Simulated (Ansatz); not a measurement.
A geometry of SnO away from equilibrium: step 4 of the relaxation of a generated cell, SnO placed in the beta-GaS structure type. Computed with r2SCAN (plane waves to 500 eV, PAW, scalar-relativistic; Ansatz, a quantum-chemistry and plane-wave program). Γ-centred k-mesh 9×9×2 on the run's cell, Fermi–Dirac smearing 0.05 eV. The plane waves were selected for a different cell earlier on the path.

```
CELL_PARAMETERS angstrom
      3.70869     0.00000     0.00000
     -1.85435     3.21182     0.00000
      0.00000     0.00000    17.55101
ATOMIC_POSITIONS crystal
  Sn 0.33333 0.66667 0.15215
  Sn 0.66667 0.33333 0.65215
  Sn 0.66667 0.33333 0.84785
  Sn 0.33333 0.66667 0.34785
  O  0.33333 0.66667 0.61147
  O  0.66667 0.33333 0.11147
  O  0.66667 0.33333 0.38853
  O  0.33333 0.66667 0.88853
```

### Question
Give the Cartesian forces on all atoms (eV/Å).

### Answer
```tsv
atom	Fx	Fy	Fz
Sn1	0.00	0.00	-0.72
Sn2	0.00	0.00	-0.72
Sn3	0.00	0.00	0.72
Sn4	0.00	0.00	0.72
O5	0.00	0.00	0.20
O6	0.00	0.00	0.20
O7	0.00	0.00	-0.20
O8	0.00	0.00	-0.20
```

The path ends in P6₃/mmc (No. 194). No spin polarisation in the result.

The run could not lose the symmetry of its start: the end is stationary, and may be a saddle point rather than a minimum.

The end of the path is a generated cell of SnO: the first start was made by placing the elements on the sites of a structure type, and the end was not matched to a known phase here, so it may be hypothetical. Known forms of SnO include space group No. 129.
